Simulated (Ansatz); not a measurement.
**GaP: excitons and shallow donors from band masses and screening**

Level of theory: Ansatz, DFT r2SCAN, scalar-relativistic, plane waves, PAW.

Plane waves to 500 eV, a k mesh through Γ of 8×8×8 on the computed 2-atom cell and Gaussian smearing (0.02 eV); no spin polarisation.

Relaxed cell: F-43m, a = 5.451 Å, b = 5.451 Å, c = 5.451 Å, α = 90.00°, β = 90.00°, γ = 90.00°, 2 atoms in the primitive cell.

The calculation gives a Kohn–Sham gap of 1.84 eV, an electron mass of 0.304 mₑ and a hole mass of 0.225 mₑ (harmonic means over x, y, z and over the bands degenerate at each edge), and ε∞ = 9.54 (independent particles, mean of the diagonal). The masses depend on direction at the band edges, which the isotropic model averages.

**Question.** Estimate the binding energy and radius of a Wannier–Mott exciton and of a shallow donor, and say whether the hydrogenic model can hold.

**Answer.** The reduced mass is μ = mₙmₕ/(mₙ + mₕ) = 0.129 mₑ, with mₙ and mₕ the band masses. With E_b = 13.606 eV × μ/ε² and a = 0.529 Å × ε/μ (μ in mₑ) the exciton has E_b = 19.3 meV and a = 39 Å. For a donor μ is the electron mass: 45 meV and 16.6 Å. The exciton's radius is 10 times the shortest lattice vector (3.85 Å), so the continuum picture is reasonable. In a polar crystal the ions screen too, so a state bound more weakly than an optical phonon feels the larger static constant, which lowers the energy and widens the orbit. The other way, the small Kohn–Sham gap and the missing local fields make ε∞ too large and the masses tend to be too light, which underbinds. The edges lie at different points of the zone, so the exciton is indirect.